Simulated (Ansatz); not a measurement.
SnS (zinc blende, F-43m) under volume change, PBEsol (plane waves, PAW; program Ansatz), scaled uniformly.

```csv
V (Å³/atom),E − E(relaxed) (meV/atom),P (GPa)
30.081,34.3,3.87
31.073,14.9,2.45
32.064,(withheld),(withheld)
33.056,0.0,-0.01
34.048,3.3,-1.04
35.039,12.7,-1.97
36.031,(withheld),(withheld)
```

Q: Fill in the missing entries.

A: 
- 32.064, E − E(relaxed) (meV/atom): 3.6
- 32.064, P (GPa): 1.19
- 36.031, E − E(relaxed) (meV/atom): 27.4
- 36.031, P (GPa): -2.78

Q: What does a third-order Birch–Murnaghan fit give for V₀, B₀ and B′?

A: V₀ = 33.07 Å³/atom, B₀ = 36.5 GPa, B′ = 2.6.

The first step of the workflow began from a Materials Project structure, measured or hypothetical; the Crystallography Open Database copy checked does not list it. It is not the phase usual at ambient conditions (space group No. 62). The PBEsol relaxation kept the symmetry of its start. At this level the phase is mechanically unstable. Spin–orbit coupling is left out wherever it is not named.

Potentials: the later of the program's two PAW sets.
